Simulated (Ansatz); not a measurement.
Relaxation path: fcc Sr (111), 3 layers

DFT, PBE, PAW with Ansatz's default frozen-core files, scalar-relativistic (Ansatz 0.2.0); a Γ-centred 9×9×1 k mesh, Fermi–Dirac smearing of 0.05 eV, no spin polarisation. The run relaxes the atoms in the fixed cell.

Command: `ansatz run input.yaml --threads 1 --pin off --max-ram 3584MiB --backend cpu --events-out ev --progress --plain --runs-dir out` It took 66 s on 1 thread of Arm Neoverse N1 (shared host), peak memory 0.48 GiB.

```yaml
crystal:
  lattice:
    - [4.269704387, 0.0, 0.0]
    - [-2.1348521935, 3.6976724658, 0.0]
    - [0.0, 0.0, 26.9724]
  atoms:
    - { symbol: Sr, position: [0.1666666665, 0.3333333335, 0.3707493946] }
    - { symbol: Sr, position: [0.5000000005, 0.9999999995, 0.4999999996] }
    - { symbol: Sr, position: [0.8333333335, 0.6666666665, 0.6292506054] }
kpoints:
  mp_grid: { grid: [9, 9, 1] }
scf:
  occupations: { method: fermi_dirac, width: 0.05 }
hamiltonian:
  xc: pbe
  pseudopotentials: { kind: paw }
output:
  forces: true
  stress: true
  eigenvalues: true
relax:
  f_tol: 0.01
  max_steps: 40
efield:
  axis: 3
  amplitude: 0
  dipole_correction: true
```

Each step lists its free energy a cell above the last geometry, and Cartesian positions (Å) with forces (eV/Å).

The first step:

```
step 1  dF = 9.61 meV
  Sr 0.0000 1.2326 10.0000   0.0000 0.0000 0.0795
  Sr 0.0000 3.6977 13.4862   0.0000 0.0000 0.0000
  Sr 2.1349 2.4651 16.9724   0.0000 0.0000 -0.0795
```

The cell is 1×1, so reconstructions are forbidden, and in slabs of four or five layers the relaxations can be far larger than at a real surface.

Problem. Where does the relaxation end, and by which steps?

Solution. After 4 geometries, with a shortest distance of 4.178 Å. The further steps:
```
step 2  dF = 3.85 meV
  Sr 0.0000 1.2326 10.0434   0.0000 0.0000 0.0525
  Sr 0.0000 3.6977 13.4862   0.0000 0.0000 0.0000
  Sr 2.1349 2.4651 16.9290   0.0000 0.0000 -0.0525
step 3  dF = 0.14 meV
  Sr 0.0000 1.2326 10.1271   0.0000 0.0000 -0.0108
  Sr 0.0000 3.6977 13.4862   0.0000 0.0000 0.0000
  Sr 2.1349 2.4651 16.8453   0.0000 0.0000 0.0108
step 4  dF = 0.00 meV
  Sr 0.0000 1.2326 10.1130   0.0000 0.0000 0.0010
  Sr 0.0000 3.6977 13.4862   0.0000 0.0000 0.0000
  Sr 2.1349 2.4651 16.8594   0.0000 0.0000 -0.0010
```
